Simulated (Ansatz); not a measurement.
SiGe in space group R-3m (No. 166; Si on 6c, Ge on 6c), PBEsol (plane waves, PAW; program Ansatz). The conduction-band minimum lies at F, with 3 equivalent valleys. Second derivatives d²E/dk² of the lowest band at one valley (eV·Å²), along Cartesian directions:

| direction | d²E/dk² |
|---|---|
| [100] | 20.13 |
| [010] | 33.45 |
| [001] | 65.55 |
| [110] | 15.20 |
| [101] | 28.33 |
| [011] | 41.14 |

Find the principal effective masses, the density-of-states mass and the conductivity mass.

Off-diagonal terms follow from H_xy = H[110] − (H_xx + H_yy)/2, and m*/mₑ = 7.620 eV·Å² over each eigenvalue: 0.11, 0.19, 0.90. One valley's DOS mass (m₁m₂m₃)^(1/3) = 0.26, conductivity mass 3/(Σ 1/mᵢ) = 0.19 mₑ.

What effective density of states Nc follows at 300 K for parabolic valleys?

Nc = 2.509e19 × 3 × (0.26)^(3/2) ≈ 1.0e19 cm⁻³.

The start of the workflow was typed in or built on a structure type; neither database checked (COD, Materials Project) lists it. Whether it is the stable phase at ambient conditions was not checked. Symmetry was held in the PBEsol relaxation; whether a distortion lowers the energy is not shown. Scalar-relativistic: spin–orbit coupling is off unless named, which matters more the heavier the elements.

Potentials: the earlier of the program's two PAW sets. The files were generated under PBE; for other functionals the program regenerates the frozen cores, and for LDA and PBEsol the local potential too.

Edges and masses are those of Kohn–Sham bands, whose gap is no quasiparticle gap.
